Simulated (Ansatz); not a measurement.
HfO₂ (fluorite)

```yaml
crystal:
  lattice:
    - [0.00000, 2.54880, 2.54880]
    - [2.54880, 0.00000, 2.54880]
    - [2.54880, 2.54880, 0.00000]
  atoms:
    - { symbol: Hf, position: [0.00000, 0.00000, 0.00000] }
    - { symbol: O, position: [0.25000, 0.25000, 0.25000] }
    - { symbol: O, position: [0.75000, 0.75000, 0.75000] }
```

The slice is a {110} plane (indices of the conventional cell) through the point (0.000, 0.000, 0.000) (fractional), spanned by u = [100] and v = [1 -1 -1] in vectors of this cell: u (3.60 Å) and v (5.10 Å, at 90° to u). It covers one period; positions are fractions (u, v).

Method: PBE (plane waves to 420 eV, PAW, scalar-relativistic; Ansatz, a first-principles code). k mesh 11×11×11. Near the nuclei the fields are pseudised (PAW); where an atom keeps semicore shells as valence, they peak there. HfO2 is run without spin polarisation. HfO2 was relaxed with its symmetry unable to fall. Spin-orbit coupling is left out, though Hf is heavy. This is a high-temperature form of HfO2.

### Question
Around which element is the density of the highest valence band (whole band, smooth part) largest on this plane?

### Answer
O. Mean over a disc round each atom, of radius 0.45 times the shortest bond: O 0.170, Hf 0.016 e/Å³.

### Question
Around which element is the density of the lowest conduction band (whole band as if filled, smooth part) largest on this plane?

### Answer
Hf. Mean over a disc round each atom, of radius 0.45 times the shortest bond: Hf 0.147, O 0.029 e/Å³.

### Question
What is the valence density on the shortest Hf–O line in this plane (2.21 Å), at its minimum between the atoms?

### Answer
0.54 e/Å³.

### Question
Predict the map of the density of the highest valence band (whole band, smooth part) on the slice.

### Answer
```
|0000000000000000000000000000000000|
|0000000000001111111111110000000000|
|0000000000112244555544221100000000|
|0000000011225588999988552211000000|
|0000000011337799666699773311000000|
|0000000011338899222288883311000000|
|0000000011337799666699773311000000|
|0000000000224488999988442200000000|
|0000000000112244555544221100000000|
|0000000000001111111111110000000000|
|0000000000000000000000000000000000|
|0000000000000000000000000000000000|
|0000000000000000000000000000000000|
|0000000000001111111111110000000000|
|0000000000112244555544221100000000|
|0000000000224488999988442200000000|
|0000000011337799666699773311000000|
|0000000011338888222299883311000000|
|0000000011337799666699773311000000|
|0000000011225588999988552211000000|
|0000000000112244555544221100000000|
|0000000000001111111111110000000000|
|0000000000000000000000000000000000|
|0000000000000000000000000000000000|
```
Scale: ten equal steps from 0.000 (start of '0') to 0.352 (end of '9'), in the order '0123456789'. Values: density of the highest valence band (whole band, smooth part) in e/Å³. The map has 17 points along u (two characters each, u = 0 at the left) and 24 along v (v = 0 in the bottom row).
